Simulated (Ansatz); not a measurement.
# Moments of CoSi$_{3}$ against volume

All numbers below come from DFT PBEsol, scalar-relativistic, plane waves, PAW (Ansatz).

```
Si Co
1.0
     0.00000    2.97597    2.97597
     2.97597    0.00000    2.97597
     2.97597    2.97597    0.00000
Si Co
3 1
Direct
  0.25000 0.25000 0.25000
  0.75000 0.75000 0.75000
  0.50000 0.50000 0.50000
  0.00000 0.00000 0.00000
```

| Property | Result |
| --- | --- |
| plane-wave cutoff | 420 eV |
| Γ-centred k-mesh | 12×12×12 |
| occupation rule | Gaussian smearing, 0.1 eV |
| list of starting moments (μB, in atom order) | 0 0 0 2 |
| check for lower electronic states after the SCF | off |

The cell is scaled evenly at fixed fractional positions, V₀ being the volume of the cell shown; start: ferromagnetic. The states are those that the runs reached from these starts; a lower one can exist. Energies are extrapolated to zero smearing.

Site moments are spin moments in atom-centred spheres that scale with the neighbour distance.

```csv
V/V₀,E above lowest (meV/atom),P (GPa),cell moment (μB),site moments (μB)
1.000,0.0,-7.4,0.10,Co +0.11
1.057,47.8,-12.9,0.00,none over 0.05
1.132,143.8,-17.7,0.00,none over 0.05
1.226,296.2,-21.2,0.00,none over 0.05
```

Cost: 4 runs of about 3.6 core-minutes in all, on Arm Neoverse N1 (shared hosts).